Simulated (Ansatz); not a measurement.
MgO:
```
CELL_PARAMETERS angstrom
      0.00000     2.07961     2.07961
      2.07961     0.00000     2.07961
      2.07961     2.07961     0.00000
ATOMIC_POSITIONS crystal
  O  0.00000 0.00000 0.00000
  Mg 0.50000 0.50000 0.50000
```

Tensor components refer to the Cartesian frame of this cell.

### Question
Give the high-frequency dielectric tensor and the Born effective charge tensors of the independent atoms from DFPT, the program Ansatz at the LDA level (PAW).

### Answer

ε∞:
```
3.18  0.00  0.00
0.00  3.18  0.00
0.00  0.00  3.18
```
Z* of atom 1 (O), rows: field, columns: displacement, in e:
```
-1.97   0.00   0.00
 0.00  -1.97   0.00
 0.00   0.00  -1.97
```
Z* of atom 2 (Mg), rows: field, columns: displacement, in e:
```
1.97  0.00  0.00
0.00  1.97  0.00
0.00  0.00  1.97
```

Space group Fm-3m (rock salt). Symmetry was held in the LDA relaxation.

Potentials: the later of the program's two PAW sets.
